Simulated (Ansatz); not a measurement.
The relaxed structure here is a generated cell of Cu2O: the first start was made by a random draw of sites in a space group, and the end was not matched to a known phase here, so it may be hypothetical. Known forms of Cu2O include space group No. 224.

The end point of a relaxation of Cu₂O. Space group Pmma (No. 51). Calculation: r2SCAN (plane waves to 500 eV, PAW, scalar-relativistic; Ansatz, an electronic-structure program).

```cif
data_Cu4O2
_chemical_formula_sum 'Cu4 O2'
_space_group_name_H-M_alt 'Pmma'
_space_group_IT_number 51
_space_group_name_Hall '-P 2a 2a'
_cell_length_a 5.31822
_cell_length_b 2.93163
_cell_length_c 4.29836
_cell_angle_alpha 90.000
_cell_angle_beta 90.000
_cell_angle_gamma 90.000
loop_
_space_group_symop_operation_xyz
  'x, y, z'
  '-x, -y, -z'
  '-x+1/2, -y, z'
  'x+1/2, y, -z'
  'x+1/2, -y, -z'
  '-x+1/2, y, z'
  '-x, y, -z'
  'x, -y, z'
loop_
_atom_site_label
_atom_site_type_symbol
_atom_site_symmetry_multiplicity
_atom_site_Wyckoff_symbol
_atom_site_fract_x
_atom_site_fract_y
_atom_site_fract_z
_atom_site_occupancy
Cu1 Cu 2 f 0.25000 0.50000 0.60591 1
Cu2 Cu 2 a 0.00000 0.00000 0.00000 1
O1 O 2 e 0.25000 0.00000 0.29686 1
```

For Cu2O, the volume per atom is 11.17 Å³ and the band gap comes out as no gap (metallic). The shortest distances comes out as Cu–O 1.84 Å; Cu–Cu 2.60 Å; O–O 2.93 Å and the k-mesh is 9×16×11.

Band energies at high-symmetry points (eV from the Fermi level; labels of this space group; no spin-orbit coupling), from −5 eV up to 2.1 eV:

```csv
point,energies
Γ,-4.88 -4.50 -4.08 -3.84 -3.38 -3.28 -3.09 -2.96 -2.68 -2.28 -2.22 -2.18 -2.16 -2.12 -2.07 -1.87 -1.84 -1.74 -1.59 -0.84 -0.78 0.08 0.12
X,-4.88 -4.88 -4.70 -4.70 -3.68 -3.68 -3.09 -3.09 -2.83 -2.83 -2.55 -2.55 -2.27 -2.27 -1.99 -1.99 -1.90 -1.90 -1.36 -1.36 -0.31 -0.31 0.96 0.96
S,-3.85 -3.85 -3.84 -3.84 -2.77 -2.77 -2.56 -2.56 -2.29 -2.29 -2.24 -2.24 -1.93 -1.93 -1.92 -1.92 -1.51 -1.51 -0.08 -0.08 1.83 1.83
Y,-4.47 -4.12 -3.95 -3.74 -3.47 -3.18 -2.92 -2.64 -2.40 -2.32 -2.23 -2.21 -2.11 -2.10 -1.84 -1.68 -1.62 -1.57 -1.04 -0.19 0.14 1.40 1.85
Z,-4.85 -4.58 -3.99 -3.71 -3.61 -3.18 -3.12 -3.05 -2.98 -2.67 -2.44 -2.24 -2.20 -2.06 -2.03 -1.79 -1.79 -1.43 -0.43 -0.36 0.02 0.05
U,-4.99 -4.99 -4.41 -4.41 -3.43 -3.43 -3.10 -3.10 -2.95 -2.95 -2.55 -2.55 -2.19 -2.19 -1.81 -1.81 -1.80 -1.80 -1.56 -1.56 -0.14 -0.14 2.04 2.04
R,-3.84 -3.84 -3.75 -3.75 -3.06 -3.06 -3.04 -3.04 -2.52 -2.52 -1.98 -1.98 -1.86 -1.86 -1.68 -1.68 -1.59 -1.59 -0.85 -0.85 1.57 1.57
T,-4.43 -4.27 -3.50 -3.21 -3.20 -3.03 -2.74 -2.57 -2.40 -2.32 -2.10 -2.09 -1.91 -1.85 -1.81 -1.63 -1.50 -1.37 -1.11 -0.67 0.53
```

No spin polarisation in the result. No Hubbard U is applied.

The run could not lose the symmetry of its start, so the end can be a saddle point.
